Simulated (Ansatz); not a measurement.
Tl:
```xyz
2
Lattice="0.0000 3.4730 3.4730 3.4730 0.0000 3.4730 3.4730 3.4730 0.0000" Properties=species:S:1:pos:R:3 pbc="T T T"
Tl     0.0000     0.0000     0.0000
Tl     1.7365     1.7365     1.7365
```

Relaxed with r²SCAN. Special points in fractions of this cell's reciprocal vectors: Γ (0.000, 0.000, 0.000); X (0.500, 0.000, 0.500); U (0.625, 0.250, 0.625); K (0.375, 0.375, 0.750); L (0.500, 0.500, 0.500); W (0.500, 0.250, 0.750).

Task: List the band energies nearest the Fermi level at these points for the program Ansatz at the r²SCAN level (PAW).

Result: In eV from the Fermi level; about four levels below and three above (degenerate sets whole), none deeper than 8.9 eV; points with the same levels are listed once.

```tsv
k	below	above
Γ	-0.96	2.44 2.44 2.44
X	-6.24 -6.24 -0.37 -0.37	2.42 2.42 9.42 9.42
U	-6.63 -5.78 -1.29	0.02 2.63 4.86
L	-7.62 -4.95	0.95 1.07 1.07
W	-6.20 -6.20 -0.95 -0.95	4.75 4.75 5.78 5.78
```

Space group Fd-3m (diamond). The start of the workflow was typed in or built on a structure type; neither database checked (COD, Materials Project) lists it. It is not the phase usual at ambient conditions (space group No. 194). The cell was relaxed with r²SCAN under the symmetry of its start. At this level the phase is mechanically unstable. Scalar-relativistic: spin–orbit coupling is off unless named, which matters more the heavier the elements.

Potentials: the later of the program's two PAW sets.
